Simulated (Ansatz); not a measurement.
## Relaxing a structure of MgS

The start is a relaxed MgS cell, doubled along one cell vector, shaken by Gaussian noise of σ = 0.08 Å a coordinate. Cell shape, volume and atoms are optimised at zero target pressure with r2SCAN (plane waves to 500 eV, PAW, scalar-relativistic; Ansatz, an electronic-structure program). The first steps use a 6×11×11 k-mesh.

Initial structure:
```
MgS
1.0
    0.00000     5.20316     5.20316
    2.60158     0.00000     2.60158
    2.60158     2.60158     0.00000
Mg S
2 2
Direct
  0.99200   0.02665   0.00030
  0.49673   0.02483   0.00895
  0.25149   0.49633   0.44211
  0.73904   0.52622   0.49781
```

Q: Is the parent structure recovered?

A: It returns to the parent structure, Fm-3m (No. 225).

Q: How do the shortest distances between atoms change?

A: The closest pairs of elements (up to four, under 3.6 Å), start → end: Mg–S 2.36 → 2.60 Å; S–S 3.54 → 3.68 Å.

Q: Is the relaxed structure metallic? Give its gap.

A: 3.46 eV, indirect (valence top at Γ, conduction bottom at X) (no spin-orbit coupling).

The end point of the relaxation:

Space group Fm-3m (No. 225); a = b = c = 5.2029 Å, α = β = γ = 90.00°

```csv
atom,site,symmetry,x,y,z
Mg,4a,m-3m,0.0000,0.0000,0.0000
S,4b,m-3m,0.5000,0.5000,0.5000
```
(The calculation used a cell of 2 atoms; values per cell refer to that cell.)

No spin polarisation in the result.
